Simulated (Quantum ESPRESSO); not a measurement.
AlMg5ZnS7Cl, finding a planted mistake in a log

A calculation, not a measurement. The program is pw.x of Quantum ESPRESSO 7.5 (plane-wave density functional theory). The cell is made up: 15 atoms on a doubled zincblende/diamond lattice with one site empty, with randomly drawn elements, strain and displacements, not relaxed. PseudoDojo standard norm-conserving files (v0.5 for PBE, v0.4.1 for LDA and PBEsol) set the functional; there is no spin polarisation, spin-orbit coupling or dispersion term, and the masses in the input are unused placeholders.

Intended input:

```
&control calculation='scf', pseudo_dir='./dojo.nc.sr.pbe.v0_5.standard.upf', outdir='./o', disk_io='medium', tprnfor=.true., tstress=.true. /
&system ibrav=0, nat=15, ntyp=5, nbnd=67, ecutwfc=84.00895049, nosym=.true., tot_charge=0,
 occupations='smearing', smearing='fd', degauss=0.0018374661
/
&electrons conv_thr=7.350e-09, electron_maxstep=60, /
ATOMIC_SPECIES
Al 1.0 Al.upf
Cl 1.0 Cl.upf
Mg 1.0 Mg.upf
S 1.0 S.upf
Zn 1.0 Zn.upf
CELL_PARAMETERS angstrom
5.7093 0.0159 0.0395
0.0159 5.6863 0.0024
0.079 0.0047 11.6944
ATOMIC_POSITIONS angstrom
Al -0.0545 -0.1598 -0.0761
Mg 0.0326 2.7817 2.8098
Mg 2.8403 2.9042 -0.013
Zn -0.0448 -0.1567 5.8081
Mg 0.0882 2.8666 8.7181
Mg 2.9618 0.1183 8.7514
Mg 2.9078 2.7853 5.9263
S 1.3316 1.4536 1.4656
S 1.5282 4.1799 4.3116
Cl 4.3583 1.4126 4.354
S 4.2807 4.3382 1.4341
S 1.4454 1.501 7.3373
S 1.5252 4.2034 10.2059
S 4.347 1.4347 10.1765
S 4.4093 4.3496 7.3726
K_POINTS automatic
4 4 2 1 1 1
```

The log is shortened where brackets say so; the opening notice, blank lines, dates and the lines on written files are dropped, and the path of the files is cut. It prints rydbergs, bohrs and kilobars, and counts compression as positive stress. Where no state is partly filled, the Fermi energy that it prints is only some level between the filled and the empty states on the mesh, and need not lie in the true gap.

Log of the intended run:

```
     Program PWSCF v.7.5
     Parallel version (MPI & OpenMP), running on       1 processor cores
     Number of MPI processes:                 1
     Threads/MPI process:                     1
     [start-up lines left out]
     bravais-lattice index     =            0
     lattice parameter (alat)  =      10.7893  a.u.
     unit-cell volume          =    2561.9074 (a.u.)^3
     number of atoms/cell      =           15
     number of atomic types    =            5
     number of electrons       =       122.00
     number of Kohn-Sham states=           67
     kinetic-energy cutoff     =      84.0090  Ry
     charge density cutoff     =     336.0358  Ry
     scf convergence threshold =      7.3E-09
     mixing beta               =       0.7000
     number of iterations used =            8  plain     mixing
     Exchange-correlation= PBE
                           (   1   4   3   4   0   0   0)
     [axes and pseudopotential details left out]
   Cartesian axes
     site n.     atom                  positions (alat units)
         1        Al     tau(   1) = (  -0.0095456  -0.0279886  -0.0133288  )
         2        Mg     tau(   2) = (   0.0057098   0.4872091   0.4921307  )
         3        Mg     tau(   3) = (   0.4974727   0.5086647  -0.0022769  )
         4        Zn     tau(   4) = (  -0.0078466  -0.0274457   1.0172768  )
         5        Mg     tau(   5) = (   0.0154480   0.5020791   1.5269573  )
         6        Mg     tau(   6) = (   0.5187532   0.0207200   1.5327898  )
         7        Mg     tau(   7) = (   0.5092952   0.4878396   1.0379793  )
         8        S      tau(   8) = (   0.2332270   0.2545951   0.2566968  )
         9        S      tau(   9) = (   0.2676611   0.7321009   0.7551679  )
        10        Cl     tau(  10) = (   0.7633473   0.2474140   0.7625942  )
        11        S      tau(  11) = (   0.7497558   0.7598268   0.2511797  )
        12        S      tau(  12) = (   0.2531588   0.2628971   1.2851131  )
        13        S      tau(  13) = (   0.2671357   0.7362169   1.7875425  )
        14        S      tau(  14) = (   0.7613681   0.2512848   1.7823931  )
        15        S      tau(  15) = (   0.7722799   0.7618235   1.2912958  )
     number of k points=    16  Fermi-Dirac smearing, width (Ry)=  0.0018
                       cart. coord. in units 2pi/alat
        k(    1) = (   0.1238167   0.1251117   0.1211687), wk =   0.1250000
        k(    2) = (   0.1255054   0.1252100  -0.1229536), wk =   0.1250000
     [further k points left out]
     Dense  grid:   266535 G-vectors     FFT dimensions: (  64,  64, 135)
     Estimated max dynamical RAM per process >     471.84 MB
     Initial potential from superposition of free atoms
     starting charge     121.9932, renormalised to     122.0000
     Starting wfcs are   71 randomized atomic wfcs
     total cpu time spent up to now is       40.2 secs
     per-process dynamical memory:   280.7 Mb
     Self-consistent Calculation
     iteration #  1     ecut=    84.01 Ry     beta= 0.70
     Davidson diagonalization with overlap
     ethr =  1.00E-02,  avg # of iterations =  4.9
     Threshold (ethr) on eigenvalues was too large:
     Diagonalizing with lowered threshold
     Davidson diagonalization with overlap
     ethr =  9.82E-04,  avg # of iterations =  1.2
     total cpu time spent up to now is      194.5 secs
     total energy              =   -1204.35808885 Ry
     estimated scf accuracy    <       1.15069007 Ry
     iteration #  2     ecut=    84.01 Ry     beta= 0.70
     Davidson diagonalization with overlap
     ethr =  9.43E-04,  avg # of iterations =  6.0
     total cpu time spent up to now is      285.2 secs
     total energy              =   -1204.40918789 Ry
     estimated scf accuracy    <       1.38583914 Ry
     [iterations 3 to 11 left out]
     iteration # 12     ecut=    84.01 Ry     beta= 0.70
     Davidson diagonalization with overlap
     ethr =  1.02E-10,  avg # of iterations =  2.0
     total cpu time spent up to now is     1163.3 secs
     total energy              =   -1204.79882940 Ry
     estimated scf accuracy    <       0.00000002 Ry
     iteration # 13     ecut=    84.01 Ry     beta= 0.70
     Davidson diagonalization with overlap
     ethr =  1.52E-11,  avg # of iterations =  3.0
     total cpu time spent up to now is     1266.9 secs
     End of self-consistent calculation
     [lines on levels left out]
     the Fermi energy is     3.9239 ev
!    total energy              =   -1204.79882940 Ry
     estimated scf accuracy    <          7.5E-10 Ry
     smearing contrib. (-TS)   =      -0.00000000 Ry
     internal energy E=F+TS    =   -1204.79882940 Ry
     The total energy is F=E-TS. E is the sum of the following terms:
     one-electron contribution =   -1066.89001579 Ry
     hartree contribution      =     537.12072259 Ry
     xc contribution           =    -179.29534523 Ry
     ewald contribution        =    -495.73419096 Ry
     convergence has been achieved in  13 iterations
     Forces acting on atoms (cartesian axes, Ry/au):
     atom    1 type  1   force =     0.00740001    0.02736590    0.04947654
     atom    2 type  3   force =    -0.00296292    0.04077534    0.01545935
     atom    3 type  3   force =     0.00334299   -0.01967627    0.04059696
     atom    4 type  5   force =     0.05055462   -0.01958827   -0.02527258
     atom    5 type  3   force =    -0.00486724    0.00257687    0.00761100
     atom    6 type  3   force =    -0.02254438   -0.01256203   -0.00768082
     atom    7 type  3   force =    -0.01190705    0.02904525   -0.03088501
     atom    8 type  4   force =     0.00319372   -0.05664738   -0.08151852
     atom    9 type  4   force =    -0.02813429    0.01049458    0.03934842
     atom   10 type  2   force =    -0.00532925   -0.00493225    0.02508697
     atom   11 type  4   force =     0.02196177    0.01615600   -0.04160543
     atom   12 type  4   force =     0.00350049   -0.03681656   -0.01104132
     atom   13 type  4   force =    -0.02364558    0.04685848    0.00060560
     atom   14 type  4   force =     0.02707763   -0.01633672    0.03008469
     atom   15 type  4   force =    -0.01764053   -0.00671292   -0.01026585
     Total force =     0.188737     Total SCF correction =     0.000093
     Computing stress (Cartesian axis) and pressure
          total   stress  (Ry/bohr**3)                   (kbar)     P=      -33.68
  -0.00020237  -0.00003850  -0.00003755          -29.77       -5.66       -5.52
  -0.00003850  -0.00022687  -0.00002354           -5.66      -33.37       -3.46
  -0.00003755  -0.00002354  -0.00025752           -5.52       -3.46      -37.88
     init_run     :     38.71s CPU     39.96s WALL (       1 calls)
     electrons    :   1197.85s CPU   1226.72s WALL (       1 calls)
     forces       :     14.75s CPU     15.02s WALL (       1 calls)
     stress       :     49.70s CPU     51.73s WALL (       1 calls)
     [timing details left out]
     PWSCF        :  21m41.44s CPU  22m14.37s WALL
     JOB DONE.
```

A second run was made from an input with one planted mistake. Its log:

```
     Program PWSCF v.7.5
     Parallel version (MPI & OpenMP), running on       1 processor cores
     Number of MPI processes:                 1
     Threads/MPI process:                     1
     [start-up lines left out]
     bravais-lattice index     =            0
     lattice parameter (alat)  =      10.7893  a.u.
     unit-cell volume          =    2561.9074 (a.u.)^3
     number of atoms/cell      =           15
     number of atomic types    =            5
     number of electrons       =       122.00
     number of Kohn-Sham states=           67
     kinetic-energy cutoff     =      55.2710  Ry
     charge density cutoff     =     221.0839  Ry
     scf convergence threshold =      7.3E-09
     mixing beta               =       0.7000
     number of iterations used =            8  plain     mixing
     Exchange-correlation= PBE
                           (   1   4   3   4   0   0   0)
     [axes and pseudopotential details left out]
   Cartesian axes
     site n.     atom                  positions (alat units)
         1        Al     tau(   1) = (  -0.0095456  -0.0279886  -0.0133288  )
         2        Mg     tau(   2) = (   0.0057098   0.4872091   0.4921307  )
         3        Mg     tau(   3) = (   0.4974727   0.5086647  -0.0022769  )
         4        Zn     tau(   4) = (  -0.0078466  -0.0274457   1.0172768  )
         5        Mg     tau(   5) = (   0.0154480   0.5020791   1.5269573  )
         6        Mg     tau(   6) = (   0.5187532   0.0207200   1.5327898  )
         7        Mg     tau(   7) = (   0.5092952   0.4878396   1.0379793  )
         8        S      tau(   8) = (   0.2332270   0.2545951   0.2566968  )
         9        S      tau(   9) = (   0.2676611   0.7321009   0.7551679  )
        10        Cl     tau(  10) = (   0.7633473   0.2474140   0.7625942  )
        11        S      tau(  11) = (   0.7497558   0.7598268   0.2511797  )
        12        S      tau(  12) = (   0.2531588   0.2628971   1.2851131  )
        13        S      tau(  13) = (   0.2671357   0.7362169   1.7875425  )
        14        S      tau(  14) = (   0.7613681   0.2512848   1.7823931  )
        15        S      tau(  15) = (   0.7722799   0.7618235   1.2912958  )
     number of k points=    16  Fermi-Dirac smearing, width (Ry)=  0.0018
                       cart. coord. in units 2pi/alat
        k(    1) = (   0.1238167   0.1251117   0.1211687), wk =   0.1250000
        k(    2) = (   0.1255054   0.1252100  -0.1229536), wk =   0.1250000
     [further k points left out]
     Dense  grid:   142245 G-vectors     FFT dimensions: (  54,  54, 108)
     Estimated max dynamical RAM per process >     255.70 MB
     Check: negative core charge=   -0.000017
     Initial potential from superposition of free atoms
     starting charge     121.9932, renormalised to     122.0000
     Starting wfcs are   71 randomized atomic wfcs
     total cpu time spent up to now is       18.2 secs
     per-process dynamical memory:   141.6 Mb
     Self-consistent Calculation
     iteration #  1     ecut=    55.27 Ry     beta= 0.70
     Davidson diagonalization with overlap
     ethr =  1.00E-02,  avg # of iterations =  4.9
     total cpu time spent up to now is       57.4 secs
     total energy              =   -1203.55968554 Ry
     estimated scf accuracy    <       1.25903430 Ry
     iteration #  2     ecut=    55.27 Ry     beta= 0.70
     Davidson diagonalization with overlap
     ethr =  1.03E-03,  avg # of iterations =  6.0
     total cpu time spent up to now is      108.2 secs
     total energy              =   -1203.62880142 Ry
     estimated scf accuracy    <       1.62362988 Ry
     [iterations 3 to 11 left out]
     iteration # 12     ecut=    55.27 Ry     beta= 0.70
     Davidson diagonalization with overlap
     ethr =  8.04E-11,  avg # of iterations =  2.0
     total cpu time spent up to now is      483.5 secs
     total energy              =   -1204.07962259 Ry
     estimated scf accuracy    <       0.00000001 Ry
     iteration # 13     ecut=    55.27 Ry     beta= 0.70
     Davidson diagonalization with overlap
     ethr =  1.11E-11,  avg # of iterations =  3.1
     total cpu time spent up to now is      523.3 secs
     End of self-consistent calculation
     [lines on levels left out]
     the Fermi energy is     4.4102 ev
!    total energy              =   -1204.07962259 Ry
     estimated scf accuracy    <          6.5E-10 Ry
     smearing contrib. (-TS)   =      -0.00000000 Ry
     internal energy E=F+TS    =   -1204.07962259 Ry
     The total energy is F=E-TS. E is the sum of the following terms:
     one-electron contribution =   -1064.29260840 Ry
     hartree contribution      =     535.00412728 Ry
     xc contribution           =    -179.05695052 Ry
     ewald contribution        =    -495.73419096 Ry
     convergence has been achieved in  13 iterations
     Forces acting on atoms (cartesian axes, Ry/au):
     atom    1 type  1   force =     0.00737225    0.02733554    0.04943987
     atom    2 type  3   force =    -0.00319027    0.04064014    0.01564630
     atom    3 type  3   force =     0.00332860   -0.01984375    0.04062251
     atom    4 type  5   force =     0.05072181   -0.01991487   -0.02492878
     atom    5 type  3   force =    -0.00480546    0.00264036    0.00749081
     atom    6 type  3   force =    -0.02286100   -0.01244867   -0.00776159
     atom    7 type  3   force =    -0.01171861    0.02926957   -0.03057407
     atom    8 type  4   force =     0.00328759   -0.05734960   -0.08174443
     atom    9 type  4   force =    -0.02808712    0.01098810    0.03922789
     atom   10 type  2   force =    -0.00548784   -0.00518644    0.02484452
     atom   11 type  4   force =     0.02201809    0.01674064   -0.04167914
     atom   12 type  4   force =     0.00335301   -0.03701983   -0.01119465
     atom   13 type  4   force =    -0.02396598    0.04720834    0.00084080
     atom   14 type  4   force =     0.02742121   -0.01664219    0.03045544
     atom   15 type  4   force =    -0.01738628   -0.00641734   -0.01068550
     Total force =     0.189427     Total SCF correction =     0.000085
     Computing stress (Cartesian axis) and pressure
          total   stress  (Ry/bohr**3)                   (kbar)     P=     -333.45
  -0.00223782  -0.00003678  -0.00003653         -329.20       -5.41       -5.37
  -0.00003678  -0.00226563  -0.00002557           -5.41     -333.29       -3.76
  -0.00003653  -0.00002557  -0.00229680           -5.37       -3.76     -337.87
     init_run     :     17.00s CPU     18.03s WALL (       1 calls)
     electrons    :    489.67s CPU    505.02s WALL (       1 calls)
     forces       :      7.55s CPU      7.68s WALL (       1 calls)
     stress       :     25.10s CPU     26.03s WALL (       1 calls)
     [timing details left out]
     PWSCF        :   8m59.66s CPU   9m17.33s WALL
     JOB DONE.
```

Question: what was wrong in the second input?

Answer: the plane-wave cutoff is too low. The input lines that differ, file-writing options aside:

```
- &system ibrav=0, nat=15, ntyp=5, nbnd=67, ecutwfc=84.00895049, nosym=.true., tot_charge=0,
+ &system ibrav=0, nat=15, ntyp=5, nbnd=67, ecutwfc=55.27098055, nosym=.true., tot_charge=0,
```

```
                                            intended run  run with the mistake
                          free energy (eV)    -16392.123            -16382.338
                    smearing term -TS (eV)        0.0000                0.0000
                            pressure (GPa)         -3.37                -33.35
            largest force component (eV/Å)         2.096                 2.102
largest change of a force component (eV/Å)                               0.018
                                iterations            13                    13
```

For scale, a rerun of the intended cell at a cutoff of 1437 eV and k mesh 6 x 6 x 4 moved values by no more than 0.004 eV in energy, 0.02 GPa in stress and 0.013 eV/Å in force.